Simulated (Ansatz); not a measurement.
# Equation of state of SrMg2

A database entry relaxed whole under r2SCAN (P6_3/mmc):

```
CELL_PARAMETERS angstrom
6.49435 0.00000 0.00000
-3.24717 5.62427 0.00000
0.00000 0.00000 10.32593
ATOMIC_POSITIONS crystal
Sr 0.33333 0.66667 0.06031
Sr 0.66667 0.33333 0.56031
Sr 0.33333 0.66667 0.43969
Sr 0.66667 0.33333 0.93969
Mg 0.00000 0.00000 0.00000
Mg 0.00000 0.00000 0.50000
Mg 0.83367 0.66734 0.25000
Mg 0.16633 0.83367 0.75000
Mg 0.33266 0.16633 0.25000
Mg 0.16633 0.33266 0.75000
Mg 0.83367 0.16633 0.25000
Mg 0.66734 0.83367 0.75000
```

The cell was scaled uniformly, its shape held, and the atoms relaxed at each volume with plane-wave PAW DFT (Ansatz 0.2.0; r2SCAN, 500 eV, 6×6×4 Γ-centred mesh, fermi-dirac occupations of width 0.100 eV; no spin, no spin-orbit coupling). One row is withheld.

| volume (Å³/atom) | energy over the lowest (meV/atom) | pressure (GPa) |
| --- | --- | --- |
| 29.545 | 10.6 | 1.91 |
| 30.173 | 4.6 | 1.22 |
| 30.802 | 1.1 | 0.59 |
| 31.430 | 0.0 | 0.02 |
| 32.059 | ? | ? |
| 32.688 | 4.0 | -0.97 |
| 33.316 | 8.7 | -1.40 |

Task: Fit the pressures of the other rows to the third-order Birch-Murnaghan form.

Result: With f = [(V₀/V)^(2/3) − 1]/2 and P = 3B₀f(1 + 2f)^(5/2)[1 + 3(B₀′ − 4)f/2], least squares gives V₀ = 31.46 Å³ an atom, B₀ = 27 GPa and B₀′ = 3.7; the rows miss the fit by less than 0.01 GPa. The slope of the energies differs from these pressures by less than 0.05 GPa.

Task: What does the withheld row hold?

Result: The fit gives -0.49 GPa at 32.059 Å³; the run gave -0.49 GPa and 1.0 meV an atom.

Caveats: the shape of the cell was held, so B₀ is an upper bound where the axes differ in stiffness; 0 K, fixed nuclei; the symmetry was kept, and this need not be the phase that is stable at 0 K; one mesh for all volumes; pressure is positive in compression.
